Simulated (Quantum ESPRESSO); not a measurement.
## Hf4Sn2WAl (one run as intended and one with a planted mistake)

A calculation, not a measurement. The program is pw.x of Quantum ESPRESSO 7.5 (plane-wave density functional theory). The cell is made up: eight metal atoms on a face-centred cubic lattice, with elements, volume, strain and displacements drawn at random and not relaxed, so it may be unstable or far from any real phase. PseudoDojo standard norm-conserving files set the functional (PBE unless stated); there is no spin polarisation or spin-orbit coupling, the Fermi-Dirac width of 0.25 eV means electrons at about 2900 K, and the masses in the input are unused placeholders. The tin pseudopotential is less sure than most, with forces differing by about three percent from a second method on plain tin. Heavy elements are run without spin-orbit coupling, which real alloys of them have. A spin test at this wide smearing found no moment, but such smearing suppresses magnetism that the real alloy may have.

Intended input:

```
&control calculation='scf', pseudo_dir='./dojo.nc.sr.pbe.v0_5.standard.upf', outdir='./o', disk_io='minimal', tprnfor=.true., tstress=.true. /
&system ibrav=0, nat=8, ntyp=4, nbnd=63, ecutwfc=74.01313486, nosym=.true., tot_charge=0,
 occupations='smearing', smearing='fd', degauss=0.0183746611
/
&electrons conv_thr=1.470e-08, electron_maxstep=70, mixing_beta=0.5 /
ATOMIC_SPECIES
Al 1.0 Al.upf
Hf 1.0 Hf.upf
Sn 1.0 Sn.upf
W 1.0 W.upf
CELL_PARAMETERS angstrom
2.2009 4.4588 2.2383
2.2594 -4.4128 2.0879
4.4912 -0.1045 -4.3571
ATOMIC_POSITIONS angstrom
Hf -0.2106 0.0892 -0.0576
Hf 2.3045 -0.1219 -2.3304
Sn 2.2344 -2.3297 -0.074
W 4.3757 -2.2534 -2.1106
Al 2.2533 2.2249 0.0561
Hf 4.3619 2.1565 -2.2499
Hf 2.2346 0.3034 2.1278
Sn 4.5499 -0.16 -0.1257
K_POINTS automatic
5 5 4 1 1 1
```

The log is shortened where brackets say so; the opening notice, blank lines, dates and the lines on written files are dropped, and the path of the files is cut. It prints rydbergs, bohrs and kilobars, and counts compression as positive stress. Its total energy is the free energy E - TS of the whole cell.

Log of the intended run:

```
     Program PWSCF v.7.5
     Parallel version (MPI & OpenMP), running on       4 processor cores
     Number of MPI processes:                 4
     Threads/MPI process:                     1
     [start-up lines left out]
     bravais-lattice index     =            0
     lattice parameter (alat)  =      10.3046  a.u.
     unit-cell volume          =    1162.9682 (a.u.)^3
     number of atoms/cell      =            8
     number of atomic types    =            4
     number of electrons       =        93.00
     number of Kohn-Sham states=           63
     kinetic-energy cutoff     =      74.0131  Ry
     charge density cutoff     =     296.0525  Ry
     scf convergence threshold =      1.5E-08
     mixing beta               =       0.5000
     number of iterations used =            8  plain     mixing
     Exchange-correlation= PBE
                           (   1   4   3   4   0   0   0)
     [axes and pseudopotential details left out]
   Cartesian axes
     site n.     atom                  positions (alat units)
         1        Hf     tau(   1) = (  -0.0386212   0.0163581  -0.0105631  )
         2        Hf     tau(   2) = (   0.4226140  -0.0223548  -0.4273637  )
         3        Sn     tau(   3) = (   0.4097586  -0.4272353  -0.0135706  )
         4        W      tau(   4) = (   0.8024439  -0.4132429  -0.3870554  )
         5        Al     tau(   5) = (   0.4132246   0.4080164   0.0102880  )
         6        Hf     tau(   6) = (   0.7999132   0.3954728  -0.4126011  )
         7        Hf     tau(   7) = (   0.4097953   0.0556394   0.3902096  )
         8        Sn     tau(   8) = (   0.8343898  -0.0293418  -0.0230517  )
     number of k points=    50  Fermi-Dirac smearing, width (Ry)=  0.0184
                       cart. coord. in units 2pi/alat
        k(    1) = (   0.1981478   0.0004963   0.0477953), wk =   0.0400000
        k(    2) = (   0.3499234   0.0041506  -0.1087238), wk =   0.0400000
     [further k points left out]
     Dense  grid:   100015 G-vectors     FFT dimensions: (  60,  60,  72)
     Estimated max dynamical RAM per process >     339.95 MB
     Estimated total dynamical RAM >       1.26 GB
     Initial potential from superposition of free atoms
     starting charge      92.9866, renormalised to      93.0000
     Starting wfcs are   72 randomized atomic wfcs
     total cpu time spent up to now is        7.4 secs
     per-process dynamical memory:   270.4 Mb
     Self-consistent Calculation
     iteration #  1     ecut=    74.01 Ry     beta= 0.50
     Davidson diagonalization with overlap
     ethr =  1.00E-02,  avg # of iterations =  2.3
     Threshold (ethr) on eigenvalues was too large:
     Diagonalizing with lowered threshold
     Davidson diagonalization with overlap
     ethr =  4.01E-04,  avg # of iterations =  3.9
     total cpu time spent up to now is       36.3 secs
     total energy              =    -922.72487893 Ry
     estimated scf accuracy    <       0.39685880 Ry
     iteration #  2     ecut=    74.01 Ry     beta= 0.50
     Davidson diagonalization with overlap
     ethr =  4.27E-04,  avg # of iterations =  5.7
     total cpu time spent up to now is       49.6 secs
     total energy              =    -922.63730651 Ry
     estimated scf accuracy    <       1.78102500 Ry
     [iterations 3 to 13 left out]
     iteration # 14     ecut=    74.01 Ry     beta= 0.50
     Davidson diagonalization with overlap
     ethr =  6.37E-11,  avg # of iterations =  2.0
     total cpu time spent up to now is      179.1 secs
     total energy              =    -922.87324777 Ry
     estimated scf accuracy    <       0.00000008 Ry
     iteration # 15     ecut=    74.01 Ry     beta= 0.50
     Davidson diagonalization with overlap
     ethr =  6.37E-11,  avg # of iterations =  1.0
     total cpu time spent up to now is      188.2 secs
     End of self-consistent calculation
     [lines on levels left out]
!    total energy              =    -922.87324778 Ry
     estimated scf accuracy    <          1.1E-09 Ry
     smearing contrib. (-TS)   =      -0.11236425 Ry
     internal energy E=F+TS    =    -922.76088353 Ry
     The total energy is F=E-TS. E is the sum of the following terms:
     one-electron contribution =    -241.71877820 Ry
     hartree contribution      =     164.22053373 Ry
     xc contribution           =    -237.54440121 Ry
     ewald contribution        =    -607.71823785 Ry
     convergence has been achieved in  15 iterations
     Forces acting on atoms (cartesian axes, Ry/au):
     atom    1 type  2   force =     0.05273667   -0.02706187    0.01344422
     atom    2 type  2   force =    -0.04264521    0.00778187    0.04964061
     atom    3 type  3   force =     0.00347300    0.05045536    0.00002596
     atom    4 type  4   force =     0.02110467   -0.00983653   -0.04533319
     atom    5 type  1   force =    -0.01693372    0.00980554   -0.01243533
     atom    6 type  2   force =     0.01904834   -0.00583511    0.00013625
     atom    7 type  2   force =    -0.02946176   -0.05550860    0.00045842
     atom    8 type  3   force =    -0.00732199    0.03019935   -0.00593695
     Total force =     0.138121     Total SCF correction =     0.000152
     Computing stress (Cartesian axis) and pressure
          total   stress  (Ry/bohr**3)                   (kbar)     P=       -9.98
  -0.00000542   0.00015919   0.00000475           -0.80       23.42        0.70
   0.00015919  -0.00017287  -0.00008079           23.42      -25.43      -11.88
   0.00000475  -0.00008079  -0.00002521            0.70      -11.88       -3.71
     init_run     :      5.19s CPU      5.37s WALL (       1 calls)
     electrons    :    179.82s CPU    180.79s WALL (       1 calls)
     forces       :      2.06s CPU      2.08s WALL (       1 calls)
     stress       :      7.29s CPU      7.46s WALL (       1 calls)
     [timing details left out]
     PWSCF        :   3m16.47s CPU   3m17.84s WALL
     JOB DONE.
```

A second run has one planted mistake: one atom is of a wrong element. The input lines that differ:

```
- &system ibrav=0, nat=8, ntyp=4, nbnd=63, ecutwfc=74.01313486, nosym=.true., tot_charge=0,
+ &system ibrav=0, nat=8, ntyp=5, nbnd=62, ecutwfc=74.01313486, nosym=.true., tot_charge=0,
+ Ta 1.0 Ta.upf
- Sn 2.2344 -2.3297 -0.074
+ Ta 2.2344 -2.3297 -0.074
```

Its log:

```
     Program PWSCF v.7.5
     Parallel version (MPI & OpenMP), running on       4 processor cores
     Number of MPI processes:                 4
     Threads/MPI process:                     1
     [start-up lines left out]
     bravais-lattice index     =            0
     lattice parameter (alat)  =      10.3046  a.u.
     unit-cell volume          =    1162.9682 (a.u.)^3
     number of atoms/cell      =            8
     number of atomic types    =            5
     number of electrons       =        92.00
     number of Kohn-Sham states=           62
     kinetic-energy cutoff     =      74.0131  Ry
     charge density cutoff     =     296.0525  Ry
     scf convergence threshold =      1.5E-08
     mixing beta               =       0.5000
     number of iterations used =            8  plain     mixing
     Exchange-correlation= PBE
                           (   1   4   3   4   0   0   0)
     [axes and pseudopotential details left out]
   Cartesian axes
     site n.     atom                  positions (alat units)
         1        Hf     tau(   1) = (  -0.0386212   0.0163581  -0.0105631  )
         2        Hf     tau(   2) = (   0.4226140  -0.0223548  -0.4273637  )
         3        Ta     tau(   3) = (   0.4097586  -0.4272353  -0.0135706  )
         4        W      tau(   4) = (   0.8024439  -0.4132429  -0.3870554  )
         5        Al     tau(   5) = (   0.4132246   0.4080164   0.0102880  )
         6        Hf     tau(   6) = (   0.7999132   0.3954728  -0.4126011  )
         7        Hf     tau(   7) = (   0.4097953   0.0556394   0.3902096  )
         8        Sn     tau(   8) = (   0.8343898  -0.0293418  -0.0230517  )
     number of k points=    50  Fermi-Dirac smearing, width (Ry)=  0.0184
                       cart. coord. in units 2pi/alat
        k(    1) = (   0.1981478   0.0004963   0.0477953), wk =   0.0400000
        k(    2) = (   0.3499234   0.0041506  -0.1087238), wk =   0.0400000
     [further k points left out]
     Dense  grid:   100015 G-vectors     FFT dimensions: (  60,  60,  72)
     Estimated max dynamical RAM per process >     345.54 MB
     Estimated total dynamical RAM >       1.28 GB
     Initial potential from superposition of free atoms
     starting charge      91.9872, renormalised to      92.0000
     Starting wfcs are   73 randomized atomic wfcs
     total cpu time spent up to now is        5.6 secs
     per-process dynamical memory:   272.8 Mb
     Self-consistent Calculation
     iteration #  1     ecut=    74.01 Ry     beta= 0.50
     Davidson diagonalization with overlap
     ethr =  1.00E-02,  avg # of iterations =  2.2
     Threshold (ethr) on eigenvalues was too large:
     Diagonalizing with lowered threshold
     Davidson diagonalization with overlap
     ethr =  3.52E-04,  avg # of iterations =  4.3
     total cpu time spent up to now is       27.9 secs
     total energy              =    -895.31571243 Ry
     estimated scf accuracy    <       0.35420399 Ry
     iteration #  2     ecut=    74.01 Ry     beta= 0.50
     Davidson diagonalization with overlap
     ethr =  3.85E-04,  avg # of iterations =  4.3
     total cpu time spent up to now is       40.2 secs
     total energy              =    -895.17179769 Ry
     estimated scf accuracy    <       2.13926727 Ry
     [iterations 3 to 14 left out]
     iteration # 15     ecut=    74.01 Ry     beta= 0.50
     Davidson diagonalization with overlap
     ethr =  9.01E-11,  avg # of iterations =  2.1
     total cpu time spent up to now is      180.7 secs
     total energy              =    -895.42879496 Ry
     estimated scf accuracy    <       0.00000001 Ry
     iteration # 16     ecut=    74.01 Ry     beta= 0.50
     Davidson diagonalization with overlap
     ethr =  1.62E-11,  avg # of iterations =  2.8
     total cpu time spent up to now is      191.2 secs
     End of self-consistent calculation
     [lines on levels left out]
!    total energy              =    -895.42879497 Ry
     estimated scf accuracy    <          9.7E-10 Ry
     smearing contrib. (-TS)   =      -0.12529561 Ry
     internal energy E=F+TS    =    -895.30349935 Ry
     The total energy is F=E-TS. E is the sum of the following terms:
     one-electron contribution =    -229.93600913 Ry
     hartree contribution      =     151.06018282 Ry
     xc contribution           =    -222.75163622 Ry
     ewald contribution        =    -593.67603682 Ry
     convergence has been achieved in  16 iterations
     Forces acting on atoms (cartesian axes, Ry/au):
     atom    1 type  2   force =     0.06806588   -0.01773156   -0.00840298
     atom    2 type  2   force =    -0.04409011    0.01001725    0.05236825
     atom    3 type  4   force =     0.01913912    0.03727880   -0.01950585
     atom    4 type  5   force =     0.00401872   -0.01342335   -0.03235341
     atom    5 type  1   force =    -0.01576247    0.00953517   -0.00962696
     atom    6 type  2   force =     0.01313271   -0.00049272   -0.00069334
     atom    7 type  2   force =    -0.01344974   -0.05651638   -0.00078922
     atom    8 type  3   force =    -0.03105410    0.03133277    0.01900351
     Total force =     0.139543     Total SCF correction =     0.000072
     Computing stress (Cartesian axis) and pressure
          total   stress  (Ry/bohr**3)                   (kbar)     P=      -47.64
  -0.00036270   0.00003040   0.00004118          -53.36        4.47        6.06
   0.00003040  -0.00023148  -0.00012502            4.47      -34.05      -18.39
   0.00004118  -0.00012502  -0.00037746            6.06      -18.39      -55.53
     init_run     :      5.24s CPU      5.41s WALL (       1 calls)
     electrons    :    183.01s CPU    185.65s WALL (       1 calls)
     forces       :      2.21s CPU      2.22s WALL (       1 calls)
     stress       :      7.39s CPU      7.57s WALL (       1 calls)
     [timing details left out]
     PWSCF        :   3m18.01s CPU   3m21.05s WALL
     JOB DONE.
```

```
                                            intended run  run with the mistake
                          free energy (eV)    -12556.330            -12182.929
         entropy term -TS, part of it (eV)        -1.529                -1.705
                            pressure (GPa)         -1.00                 -4.76
size of the largest force component (eV/Å)         1.427                 1.750
largest change of a force component (eV/Å)                               0.641
                                iterations            15                    16
```

For scale, a rerun of the intended cell at a higher cutoff and on a denser mesh moved values by no more than 0.003 eV in energy, 0.02 GPa in stress and 0.007 eV/Å in force, and a second program with other atomic files agreed on that cell to 2 % rms in force and 0.5 GPa in pressure. Files of another functional or element have another zero of energy, so the energy change says nothing on stability. The number of bands, nbnd, was set by rule from the electron count, so it follows the mistake.